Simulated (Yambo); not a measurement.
Mg2SeS (space group P-4m2, No. 115), G0W0@PBEsol in Yambo with this input:

```
rim_cut
gw0
dyson
el_el_corr
HF_and_locXC
ppa
em1d
RandQpts= 1000000
RandGvec= 1 Ry
EXXRLvcs= 86 Ry
VXCRLvcs= 344 Ry
Chimod= "HARTREE"
% BndsRnXp
 27 | 290 |
%
NGsBlkXp= 7 Ry
% LongDrXp
 1.0 | 1.0 | 1.0 |
%
PPAPntXp= 27.2114 eV
% GbndRnge
 1 | 290 |
%
GTermKind= "BG"
DysSolver= "n"
ExtendOut
```

On a 4×4×2 mesh, with wavefunctions cut at 86 Ry, the gap (Γ → Γ) is 4.563 eV and the valence edge shifts by -1.456 eV.

**Question.** What happens with this change: 140 bands in W?

**Answer.** The gap falls by 0.033 eV, to 4.530 eV; the shift of the valence edge becomes -1.329 eV. Neither run is shown to be the converged limit.

The standard potential for Se keeps a d shell in the valence without the s and p states of that shell. In tests on such compounds this moved G0W0 gaps by up to about 0.9 eV, so absolute quasiparticle energies here are unreliable; differences between settings are what counts.

Spin-orbit coupling is included.

Geometry relaxed with PBEsol; primitive cell a = b = 4.098 Å, c = 5.787 Å, α = β = γ = 90.00°.

The structure is a Materials Project entry; no match was found in the copy of COD used, and its stability was not checked.

A shift is the quasiparticle energy of the state minus its PBEsol energy.
